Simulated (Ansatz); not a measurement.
PbBrF (space group P4/nmm)

```
PbBrF
1.0
    4.10128     0.00000     0.00000
    0.00000     4.10128     0.00000
    0.00000     0.00000     7.38339
Pb Br F
2 2 2
Direct
  0.00000   0.50000   0.80498
  0.50000   0.00000   0.19502
  0.50000   0.00000   0.64626
  0.00000   0.50000   0.35374
  0.50000   0.50000   0.00000
  0.00000   0.00000   0.00000
```

The slice is a (0 -1 1) plane (indices of the conventional cell) through the point (0.000, 0.000, 0.000) (fractional), spanned by u = [100] and v = [011] in vectors of this cell: u (4.10 Å) and v (8.45 Å, at 90° to u). It covers one period; positions are fractions (u, v).

Level of theory: LDA (plane waves to 420 eV, PAW, scalar-relativistic; Ansatz, a quantum-chemistry and plane-wave program). k mesh 8×8×5. Near the nuclei the fields are pseudised (PAW); where an atom keeps semicore shells as valence, they peak there. PbBrF was relaxed with its symmetry unable to fall. Spin-orbit coupling is left out, though Pb is heavy.

Task: Predict the map of the electron localisation function (ELF) on the slice.

Result: 
| v \ u | 0.00 | 0.12 | 0.25 | 0.38 | 0.50 | 0.62 | 0.75 | 0.88 |
|---|---|---|---|---|---|---|---|---|
| 0.88 | 0.21 | 0.12 | 0.03 | 0.05 | 0.08 | 0.05 | 0.03 | 0.12 |
| 0.75 | 0.40 | 0.30 | 0.16 | 0.50 | 0.69 | 0.50 | 0.16 | 0.30 |
| 0.62 | 0.19 | 0.13 | 0.08 | 0.21 | 0.37 | 0.21 | 0.08 | 0.13 |
| 0.50 | 0.86 | 0.79 | 0.42 | 0.05 | 0.01 | 0.05 | 0.42 | 0.79 |
| 0.38 | 0.50 | 0.84 | 0.78 | 0.21 | 0.03 | 0.21 | 0.78 | 0.84 |
| 0.25 | 0.69 | 0.50 | 0.16 | 0.30 | 0.40 | 0.30 | 0.16 | 0.50 |
| 0.12 | 0.30 | 0.12 | 0.19 | 0.45 | 0.38 | 0.45 | 0.19 | 0.12 |
| 0.00 | x | 0.81 | 0.33 | 0.08 | 0.17 | 0.08 | 0.33 | 0.81 |

Values: electron localisation function (ELF). Points within 0.5 Å of a nucleus are blanked (x), as the pseudised field means little there.
